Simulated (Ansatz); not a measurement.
Relaxed-ion elastic tensor of TaRu (L1₀ or tetragonal B2, P4/mmm) in GPa (Voigt order), the program Ansatz at the r²SCAN level (PAW); density 14.88 g/cm³, 15.73 Å³ per atom.

```
 415   192   209   0.0   0.0   0.0
 192   415   209   0.0   0.0   0.0
 209   209   376   0.0   0.0   0.0
 0.0   0.0   0.0  71.7   0.0   0.0
 0.0   0.0   0.0   0.0  71.7   0.0
 0.0   0.0   0.0   0.0   0.0  69.6
```

Task: Is the crystal mechanically stable?

Result: Yes: the smallest eigenvalue of C is 69.6 GPa.

Task: Work out the Voigt, Reuss and Hill averages.

Result: K_V = 269, K_R = 269, K_H = 269; G_V = 82.3, G_R = 79.7, G_H = 81.0 GPa.

Task: Give Young's modulus, Poisson's ratio, Pugh's ratio and the universal anisotropy index.

Result: E = 9KG/(3K + G) = 221 GPa; ν = 0.36; K/G = 3.33 (ductile by the Pugh limit of 1.75); A_U = 5G_V/G_R + K_V/K_R − 6 = 0.16.

Task: Estimate the sound speeds and the Debye temperature.

Result: v_l = √((K + 4G/3)/ρ) = 5030 m/s, v_t = √(G/ρ) = 2330 m/s, mean 2630 m/s; Θ = (h/k)(3n/4πV)^(1/3) v_m = 312 K.

Task: How much does each axis shrink under pressure?

Result: Linear compressibilities β_i = Σ_j S_ij (j = 1 to 3): x 1.2, y 1.2, z 1.3 per TPa.

The first step of the workflow began from a Materials Project structure, measured or hypothetical; the Crystallography Open Database files this formula in space group No. 123, but the cells were not matched. Its standing as an ambient phase is unchecked. The r²SCAN relaxation kept the symmetry of its start; its stability against distortions is not shown here. The run is not spin-polarised. As this level gives no gap, shear constants depend on the k-mesh and smearing (Fermi–Dirac, 0.1 eV here). Spin–orbit coupling is left out wherever it is not named.

Potentials: the earlier of the program's two PAW sets. The files were generated under PBE; for other functionals the program regenerates the frozen cores, and for LDA and PBEsol the local potential too.
